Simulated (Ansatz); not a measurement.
All numbers below come from DFT PBE, scalar-relativistic, plane waves, PAW (Ansatz). Settings: cutoff 420 eV, Γ-centred meshes spaced at most about 0.3 Å⁻¹, and about 0.25 Å⁻¹ or finer for metals (2π included), Gaussian smearing. No spin polarisation in the final relaxations.

All energies are static (0 K, no zero-point motion).

Two relaxed structures of SbSe2:

A.

```cif
data_structure
_symmetry_space_group_name_H-M 'F-43m'
_symmetry_Int_Tables_number 216
_cell_length_a 6.8717
_cell_length_b 6.8717
_cell_length_c 6.8717
_cell_angle_alpha 90.000
_cell_angle_beta 90.000
_cell_angle_gamma 90.000
_cell_volume 324.49
loop_
_atom_site_label
_atom_site_type_symbol
_atom_site_symmetry_multiplicity
_atom_site_Wyckoff_symbol
_atom_site_fract_x
_atom_site_fract_y
_atom_site_fract_z
_atom_site_occupancy
Sb1 Sb 4 b 0.50000 0.00000 0.00000 1
Se1 Se 4 a 0.00000 0.00000 0.00000 1
Se2 Se 4 c 0.25000 0.25000 0.25000 1
```

B.

```cif
data_structure
_symmetry_space_group_name_H-M 'P4/mmm'
_symmetry_Int_Tables_number 123
_cell_length_a 3.8031
_cell_length_b 3.8031
_cell_length_c 5.6701
_cell_angle_alpha 90.000
_cell_angle_beta 90.000
_cell_angle_gamma 90.000
_cell_volume 82.01
loop_
_atom_site_label
_atom_site_type_symbol
_atom_site_symmetry_multiplicity
_atom_site_Wyckoff_symbol
_atom_site_fract_x
_atom_site_fract_y
_atom_site_fract_z
_atom_site_occupancy
Sb1 Sb 1 a 0.00000 0.00000 0.00000 1
Se1 Se 2 h 0.50000 0.50000 0.25696 1
```

Question: Which would you expect to be lower, and how large is the difference?

Answer: B is lower, by 0.35 eV/atom. A has space group F-43m (No. 216), 27.0 Å³/atom and no gap on its mesh; B has space group P4/mmm (No. 123), 27.3 Å³/atom and no gap. Counting Se atoms around Sb (those within 1.25 times the shortest such distance or 1.15 times the sum of covalent radii; a plus sign parts nearer from farther groups; the shortest distance is added where it is long for a bond), A has Sb 4+6 and B has Sb 8 from 3.1 Å. Even the lower one lies +0.07 eV/atom against the reference forms of the elements (uncorrected), so neither is stable at this level. Both come from invented guesses. A third cell relaxed alike, in P-3m1, lies 217 meV/atom below the lower of the two.

These runs have no spin–orbit coupling, which can matter for Sb. In F-43m, P4/mmm an odd number of electrons in the primitive cell allows no gap without spin; a larger cell or a magnetic state could open one. A magnetic state wasn't ruled out in cells without spin, among them F-43m. Cells relaxed within their symmetry can be saddle points.
